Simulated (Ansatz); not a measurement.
**LaMnSi2: what a change of kpoints.mp_grid.shift does**

All numbers are calculated (PBEsol, collinear spin, no spin-orbit coupling; Ansatz, PAW set soft_2, 420 eV, k-mesh 4×4×3 shifted by half a step), not measured. These are the settings of the reference run.

Cell:

```
cell
1.0
     4.1074    0.0000    3.9909
     4.1074    0.0000   -3.9909
     2.0537    8.7577    0.0000
La Mn Si
4 4 8
Direct
  0.8234 0.0734 0.2065
  0.3234 0.5734 0.2065
  0.1766 0.9266 0.7935
  0.6766 0.4266 0.7935
  0.4997 0.7497 0.5011
  0.9997 0.2497 0.5011
  0.5003 0.2503 0.4989
  0.0003 0.7503 0.4989
  0.6433 0.8933 0.9266
  0.1433 0.3933 0.9266
  0.3567 0.1067 0.0734
  0.8567 0.6067 0.0734
  0.7153 0.9653 0.6389
  0.2153 0.4653 0.6389
  0.2847 0.0347 0.3611
  0.7847 0.5347 0.3611
```

The reference run of this cell is solved again as a single point with these keys changed:

| key | reference run | changed run |
| --- | --- | --- |
| kpoints.mp_grid.shift | [0.5, 0.5, 0.0] | [0.5, 0.5, 0.5] |

Task: How far do the results move?

Result: 

| quantity | reference run | changed run |
| --- | --- | --- |
| energy, changed less reference (meV an atom) | 0 | 0.2 |
| pressure (GPa) | 0.0 | 0.1 |
| largest force (eV/Å) | 0.03 | 0.03 |
| gap on the mesh (eV) | 0.00 | 0.00 |
| moment of the cell (μB) | 7.25 | 7.37 |

The results hardly move, so this setting matters little here. It took 17 iterations.

Caveats: a single point, atoms not relaxed again.
